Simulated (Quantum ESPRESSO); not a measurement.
Band energies of KBH$_{4}$

```xyz
12
Lattice="4.6634 0.0000 0.0000 0.0000 4.6777 0.0000 -0.0077 0.0000 6.5486" Properties=species:S:1:pos:R:3 pbc="T T T"
H      2.4930     3.5083     0.9307
H      2.1627     1.1694     5.6179
H      3.4927     4.5074     2.3449
H      1.1630     0.1703     4.2037
H      1.1630     2.1686     4.2037
H      3.4927     2.5092     2.3449
H      4.4943     3.5083     0.9314
H      0.1614     1.1694     5.6172
B      1.1624     1.1694     4.9112
B      3.4933     3.5083     1.6374
K      3.4927     3.5083     4.9122
K      1.1630     1.1694     1.6364
```

PBEsol (pw.x of Quantum ESPRESSO, ONCV potentials, without SOC); path ΓYHCEM1AXH1,MDZ,YD; energies in eV from the valence-band maximum.

```
k (1/Å)  point  band 12  band 13  band 14  band 15  band 16  band 17  band 18  band 19
-------  -----  -------  -------  -------  -------  -------  -------  -------  -------
0.00         Γ    -0.44    -0.43    -0.31     0.00     0.00     5.93     6.43     7.56
0.24              -0.53    -0.43    -0.42    -0.03    -0.03     5.89     6.89     6.99
0.48         Y    -0.93    -0.42    -0.41    -0.06    -0.06     6.24     6.25     7.61
0.70              -0.92    -0.61    -0.43    -0.14    -0.12     6.43     6.70     7.57
0.93              -1.20    -0.64    -0.43    -0.29    -0.26     6.75     7.22     7.88
1.15         H    -1.46    -0.47    -0.46    -0.38    -0.38     6.98     6.98     8.70
1.15         C    -1.46    -0.47    -0.46    -0.38    -0.38     6.98     6.98     8.70
1.60              -1.10    -0.80    -0.80    -0.46    -0.45     7.41     7.41     7.71
1.82         E    -0.90    -0.89    -0.89    -0.58    -0.58     7.49     7.49     7.49
1.82        M1    -0.90    -0.89    -0.89    -0.58    -0.58     7.48     7.48     7.50
2.06              -1.05    -0.71    -0.71    -0.46    -0.46     6.32     6.32     8.59
2.30         A    -1.11    -0.62    -0.62    -0.34    -0.34     5.88     5.88     8.28
2.47              -1.09    -0.66    -0.66    -0.33    -0.32     6.00     6.00     8.35
2.64              -1.08    -0.69    -0.69    -0.32    -0.31     6.36     6.36     8.34
2.98         X    -1.16    -0.57    -0.57    -0.36    -0.36     7.25     7.26     7.90
3.21              -1.32    -0.51    -0.51    -0.37    -0.37     7.08     7.09     8.26
3.45        H1    -1.46    -0.47    -0.46    -0.38    -0.38     6.98     6.98     8.70
3.45         M    -0.90    -0.89    -0.89    -0.58    -0.58     7.48     7.48     7.50
3.79              -1.23    -0.71    -0.71    -0.39    -0.39     7.30     7.30     7.96
3.96              -1.39    -0.55    -0.55    -0.36    -0.36     7.09     7.09     8.45
4.13         D    -1.45    -0.47    -0.47    -0.37    -0.37     6.98     6.98     8.69
4.29              -1.39    -0.49    -0.49    -0.37    -0.37     7.03     7.03     8.45
4.61         Z    -1.16    -0.58    -0.58    -0.36    -0.36     7.26     7.26     7.89
4.61         Y    -0.93    -0.42    -0.41    -0.06    -0.06     6.24     6.25     7.61
4.94              -1.01    -0.69    -0.42    -0.22    -0.18     6.60     7.12     7.54
5.28         D    -1.45    -0.47    -0.47    -0.37    -0.37     6.98     6.98     8.69
```

The PBEsol gap is indirect, 5.88 eV, from Γ to A; the smallest direct gap is 5.92 eV. Another conduction extremum on the path lies within 0.02 eV, too close to call.

Geometry of the Materials Project entry, not relaxed at this level.

The structure is a Materials Project entry; no match was found in the copy of COD used, and its stability was not checked.
